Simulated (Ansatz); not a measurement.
K₂PdC₂:
```
CELL_PARAMETERS angstrom
      5.11368     0.00000     0.00000
     -2.55684     4.42858     0.00000
      0.00000     0.00000     5.25993
ATOMIC_POSITIONS crystal
  K  0.66667 0.33333 0.71743
  K  0.33333 0.66667 0.28257
  Pd 0.00000 0.00000 0.00000
  C  0.00000 0.00000 0.61996
  C  0.00000 0.00000 0.38004
```

Relaxed with r²SCAN.

Map the valence electron density (e/Å³), cut off at 2 on the plane through (0.667, 0.333, 0.717) spanned by u = [0, 0, 1] and v = [1, -1, 0] in lattice vectors, from DFT-r²SCAN in the program Ansatz with PAW potentials.

x is the fraction of u, y of v (the angle between them is 90°; rows are the nearest grid lines); atoms in the plane: K at (0.00, 0.00), K at (0.57, 0.67), Pd at (0.28, 0.33), C at (0.90, 0.33), C at (0.66, 0.33).
```
|999951000000000000000259999|
|999731000000000000000137999|
|996310000000000000000013699|
|110000000000000000000000011|
|000000000000000000000000000|
|000000000000112221000000000|
|000000000001357764200000000|
|000000000025999999731000000|
|000000000026999999931000000|
|000000000012599997310000000|
|000000000001235542100000000|
|000000000000000000000000000|
|000000111100000000000000000|
|111124798632111122222222221|
|322259999994222344444444443|
|754599999999446898999998897|
|643499999999435787899997776|
|211136999952111223333333322|
|111112343321101111111111111|
|000000000000000000000000000|
|110000000000000000000000011|
|986310000000000000000013689|
|999731000000000000000137999|
|999951000000000000000259999|
```
Scale: ten equal steps from 0.006 (start of '0') to 2.00 (end of '9'), in the order '0123456789'; x runs from 0.000 to 1.00, y from 0.000 (bottom) to 1.00 (top).

The density is the valence pseudo-density with augmentation charge, so density and ELF within about 1 Å of a nucleus are not all-electron values.

Space group P-3m1. The first step of the workflow began from a Materials Project structure, measured or hypothetical; the Crystallography Open Database copy checked does not list it. Its standing as an ambient phase is unchecked. Symmetry was held in the r²SCAN relaxation; whether a distortion lowers the energy is not shown. No spin polarisation was allowed.

Potentials: the later of the program's two PAW sets.
